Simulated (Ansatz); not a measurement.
ZnSe (zinc blende, F-43m), r²SCAN (plane waves, PAW; program Ansatz). The conduction-band minimum lies at Γ, with 1 equivalent valley. Second derivatives d²E/dk² of the lowest band at one valley (eV·Å²), along Cartesian directions:

| direction | d²E/dk² |
|---|---|
| [100] | 61.43 |
| [010] | 61.43 |
| [001] | 61.43 |
| [110] | 61.38 |
| [101] | 61.38 |
| [011] | 61.38 |

Q: Find the principal effective masses, the density-of-states mass and the conductivity mass.

A: Off-diagonal terms follow from H_xy = H[110] − (H_xx + H_yy)/2, and m*/mₑ = 7.620 eV·Å² over each eigenvalue: 0.12, 0.12, 0.12. One valley's DOS mass (m₁m₂m₃)^(1/3) = 0.12, conductivity mass 3/(Σ 1/mᵢ) = 0.12 mₑ.

Q: What effective density of states Nc follows at 300 K for parabolic valleys?

A: Nc = 2.509e19 × 1 × (0.12)^(3/2) ≈ 1.0e18 cm⁻³.

Q: With the computed static dielectric constant 9.47 (mean of the diagonal), estimate a hydrogenic donor's binding energy and radius.

A: E = 13.606 eV × 0.12/9.47² ≈ 18 meV; a = 0.529 Å × ε/m* ≈ 42 Å. Semilocal masses tend to be too small where the gap is.

Q: With ε∞ = 6.41 and ω_LO = 248 cm⁻¹, what Fröhlich coupling constant follows?

A: α = (1/ε∞ − 1/ε0) √(m* × 13.606 eV/ħω_LO) = 0.37.

Symmetry was held in the r²SCAN relaxation; phonons on a q-mesh show no instability. Spin–orbit coupling is left out wherever it is not named.

Potentials: the later of the program's two PAW sets.
